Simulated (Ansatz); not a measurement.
LaOs₂ (cubic Laves (MgCu2 type), Fd-3m), DFT-PBE in the program Ansatz with PAW potentials, all energies at zero smearing, with the estimated change up to a 700 eV cutoff added, with one set of potentials and settings (totals compare only within such a set). Cell of 6 atoms (2 La, 4 Os): -58038.467 eV.

```tsv
element	reference phase	E (eV/atom)
La	P6_3/mmc, 4 atoms in the cell	-6250.0953
Os	P6_3/mmc, 2 atoms in the cell	-11384.5491
```

Formation energy per atom, worked out: (-58038.467 − 2×(-6250.0953) − 4×(-11384.5491))/6 = -0.013 eV/atom (-1 kJ per mol of atoms), at 0 K, without zero-point energy or fitted corrections.

The workflow started from an entry of the Crystallography Open Database (COD). Whether it is the stable phase at ambient conditions was not checked. Symmetry was held in the PBE relaxation; whether a distortion lowers the energy is not shown. No spin polarisation was allowed. The references are the lowest solids computed at this level, not always the standard phases. Scalar-relativistic: spin–orbit coupling is off unless named, which matters more the heavier the elements.

Potentials: the later of the program's two PAW sets.
